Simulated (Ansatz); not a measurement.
## 17O NMR of the central transition in SiO2

Cell: a COD entry, atoms as given.

Space group P4_12_12 (No. 92); a = 4.9727, c = 6.9257 Å.

| site | Wyckoff | site symmetry | x | y | z |
| --- | --- | --- | --- | --- | --- |
| Si | 4a | ..2 | 0.3007 | 0.3007 | 0.0000 |
| O | 8b | 1 | 0.2390 | 0.1041 | 0.1787 |

One atom of each set is listed.

Level of theory: DFT, PBE, plane waves and PAW (field gradients read without the response of the frozen cores, which leaves them typically 4 to 6 % off), scalar-relativistic, 420 eV cutoff, Γ-centred 5×5×4 k-points, Fermi–Dirac smearing 0.02 eV (Ansatz 0.2.0).

17O has I = 5/2 and Q = -25.58 mb (Pyykkö 2018); at 11.7 T its Larmor frequency is ν₀ = 67.6 MHz. Only the quadrupole interaction is simulated: positions count from each site's isotropic chemical shift, and J coupling is left out, as are shift anisotropy and dipolar coupling, which fast spinning averages.

Simulated pattern of one O site (fast magic-angle spinning, Gaussian broadening 0.4 kHz):

(offset (kHz), height): (-7.858, 0), (-7.617, 2), (-7.376, 6), (-7.134, 7), (-6.893, 7), (-6.652, 7), (-6.411, 7), (-6.170, 8), (-5.929, 8), (-5.688, 8), (-5.446, 9), (-5.205, 15), (-4.964, 37), (-4.723, 66), (-4.482, 84), (-4.241, 75), (-4.000, 61), (-3.758, 55), (-3.517, 52), (-3.276, 50), (-3.035, 50), (-2.794, 51), (-2.553, 53), (-2.312, 56), (-2.070, 61), (-1.829, 70), (-1.588, 89), (-1.347, 100), (-1.106, 81), (-0.865, 47), (-0.624, 12), (-0.382, 1)

(1) Which |C_Q| and η does the pattern imply?

Results:

(1) The pattern spans 6.74 kHz before broadening and its centre of gravity is at -3.02 kHz, which fixes P_Q; the places of the horns and steps fix η. That gives P_Q = 5.83 MHz, |C_Q| = 5.82 MHz and η = 0.14. The sign of C_Q can't be read from the pattern.

At O V_zz runs parallel to the line that joins its two neighbours (within 1°).

The calculated pressure of 8 GPa (PBE) comes largely from the unrelaxed atoms: it is 1.2 GPa once they are relaxed in the same cell. The largest force is 0.5 eV/Å, so the atoms aren't at the calculated equilibrium and relaxing them would move these values.
